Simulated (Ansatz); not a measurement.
Ansatz 0.2.0, settings compared: CaPb$_{3}$

Run with:

```bash
ansatz run input.yaml --threads 1 --pin off --max-ram 2560MiB --backend cpu --events-out ev --progress --plain --runs-dir out
```

The input file (Ansatz 0.2.0, plane waves):

```yaml
crystal:
  lattice:
    - [4.850364, 0.0, 0.0]
    - [0.0, 4.850364, 0.0]
    - [0.0, 0.0, 4.850364]
  atoms:
    - { symbol: Ca, position: [0.0, 0.0, 0.0] }
    - { symbol: Pb, position: [0.0, 0.5, 0.5] }
    - { symbol: Pb, position: [0.5, 0.0, 0.5] }
    - { symbol: Pb, position: [0.5, 0.5, 0.0] }
  symmetry: { tolerance: 0.0003 }
kpoints:
  mp_grid: { grid: [4, 4, 4], shift: [0, 0, 0] }
magnetization:
  spin_polarized: false
scf:
  occupations: { method: gaussian, width: 0.2984 }
hamiltonian:
  pseudopotentials: { kind: paw }
  xc: pbesol
basis:
  ecutwfc: 420
output:
  forces: true
  stress: true
  eigenvalues: true
  write_density: true
  write_potential: true
  elf: true
  volumetric_format: npy
relax:
  max_steps: 40
  cell: {}
```

Origin of the cell: a database entry, scaled a little.

Output of this run (shortened):

```
SCF iter   1: F=—  HF=-37059.946961 eV  Δρ=3.44e-3  dr2=2.70e-2
SCF iter   2: F=—  HF=-37059.940396 eV  Δρ=1.50e-3  dr2=3.65e-3
SCF iter   3: F=—  HF=-37059.939355 eV  Δρ=3.93e-4  dr2=1.60e-4
SCF iter   4: F=—  HF=-37059.939341 eV  Δρ=1.14e-4  dr2=2.06e-5
SCF iter   5: F=—  HF=-37059.939357 eV  Δρ=3.11e-5  dr2=1.33e-6
SCF iter   6: F=-37059.939357 eV  HF=-37059.939357 eV  Δρ=7.44e-6  dr2=5.22e-8
relax step   1: F+E_penalty+E_count = -37059.939357 eV  Δ(F+E_penalty+E_count) = +0.000e0 eV  max|allowed force component| = 0.0 eV/Å  Δτ_max = 0.0000 Å  P = +0.891 GPa  Ω = 114.110 Å³  (6 SC […]
relax step   2: F+E_penalty+E_count = -37059.945403 eV  Δ(F+E_penalty+E_count) = -6.045e-3 eV  max|allowed force component| = 0.0 eV/Å  Δτ_max = 0.0000 Å  P = -0.115 GPa  Ω = 116.784 Å³  ener […]
relax step   3: F+E_penalty+E_count = -37059.945549 eV  Δ(F+E_penalty+E_count) = -1.465e-4 eV  max|allowed force component| = 0.0 eV/Å  Δτ_max = 0.0000 Å  P = -0.004 GPa  Ω = 116.471 Å³  ener […]
relax step   4: F+E_penalty+E_count = -37059.945748 eV  Δ(F+E_penalty+E_count) = -1.989e-4 eV  max|allowed force component| = 0.0 eV/Å  Δτ_max = 0.0000 Å  P = -0.004 GPa  Ω = 116.471 Å³  stress off target by 3.64e-3 GPa […]
SCF 4 converged in 4 iterations: F = -37059.945748 eV  dr2 = 2.37e-11
basis re-selected at this cell: Δ(F+E_penalty+E_count) = -1.989e-4 eV, ΔP = +0.000 GPa vs the last step (what re-selecting the basis moved, of the pressure what is left beyond the Pulay corre […]
SCF converged after 4 iterations
Free energy (F): -37059.945748 eV
Harris-Foulkes:  -37059.945748 eV  (|F-HF|=7.28e-12)
Internal energy: -37059.837546 eV  (E = F + TS)
E sigma→0 (E₀):  -37059.891647 eV
Entropy (-TS):   -0.108202 eV (-27.051 meV/atom)
Fermi energy:    10.397486 eV
--- Per-component energies (eV) ---
  E_band       = -243.240914
  E_kinetic    = 1148.837514
  E_local      = -3772.404354  (includes V_loc(G=0)·N_el)
  E_nonlocal   = 1119.344258
  E_hartree    = 1453.191931
  E_xc         = -793.233318
  E_vxc        = -569.324089  (∫ρ·V_xc dr)
  E_paw        = -31606.627343  (= ΣΔE_a)
  E_vpaw       = -1076.078144  (= ΣTr[D̂ρ^β])
  E_aug_tail   = 0.000129  (compensation charges beyond the density's cutoff)
  E_ewald      = -4609.251506
  E_core_change = 0.305144  (= ΣΔE_core)
  E_smearing   = -0.108202  (= −TS)
  Σ components = -37059.945748   (vs F -37059.945748, Δ=0.00e0)
--- Forces (eV/Å), atoms counted from 1 ---
  atom   1  Ca     0.000000    -0.000000     0.000000
  atom   2  Pb    -0.000000    -0.000000    -0.000000
  atom   3  Pb     0.000000     0.000000     0.000000
  atom   4  Pb    -0.000000    -0.000000    -0.000000
  max |Σ_I F_I| component: 0.0 eV/Å
--- Stress (GPa, compression-positive) ---
       -0.003640      -0.000000      -0.000000
        0.000000      -0.003640      -0.000000
       -0.000000      -0.000000      -0.003640
  P = ⅓ Tr σ = -0.0036 GPa (-0.036 kbar)
--- Relaxed structure (3 steps of the walk, 3 accepted, 1 SCFs on fresh bases) ---
  F+E_penalty+E_count = -37059.945748 eV   max|allowed force component| = 0.0 eV/Å   (the final SCF, on the basis selected at the relaxed cell)
  cell:  # Å, volume = 116.4710 Å³
    - [4.883591, 0.0, 0.0]
    - [0.0, 4.883591, 0.0]
    - [0.0, 0.0, 4.883591]
  atoms:
    - { symbol: Ca, position: [0.0, 0.0, 0.0] }
    - { symbol: Pb, position: [0.0, 0.5, 0.5] }
    - { symbol: Pb, position: [0.5, 0.0, 0.5] }
    - { symbol: Pb, position: [0.5, 0.5, 0.0] }
```

The same input was run again with these changes:

1. `basis.ecutwfc` 420 → "550 eV"; `accuracy` default → high; `scf.occupations.method` gaussian → fermi_dirac; `scf.occupations.width` 0.2984 → 0.1
2. `scf.n_extra_bands` default → 2; `scf.mixing.algorithm` default → msr1; `scf.mixing.beta` default → 0.7; `scf.mixing.ndim` default → 4
3. `scf.eigensolver.kind` default → davidson; `scf.algorithm` default → direct_min
4. `scf.n_extra_bands` default → 32

```
 run        end  SCF iterations  volume (Å³/atom)  max force component (eV/Å)  gap on mesh (eV)  moment (μB)  ΔE(σ→0) (meV/atom)
base  converged              19             29.12                       0.000                 –            –                   0
   1  converged              19             29.14                       0.000              none            –               -0.61
   2  converged              19             29.12                       0.000                 –            –               -0.02
   3  converged              19             29.12                       0.000                 –            –                0.00
   4  converged              20             29.12                       0.000                 –            –                0.00
```

Energies are compared only where functional, datasets, charge and starting cell are the same.

Caveats of the base run: no spin-orbit coupling, though heavy elements are present; the k mesh is coarse if the cell is a metal; the relaxation held the start's symmetry, so the end may be a saddle point; wide smearing.

The base run took 11 s on 1 thread of Arm Neoverse V1, with other jobs on the host, peak memory 0.37 GiB, from the program's own first density.
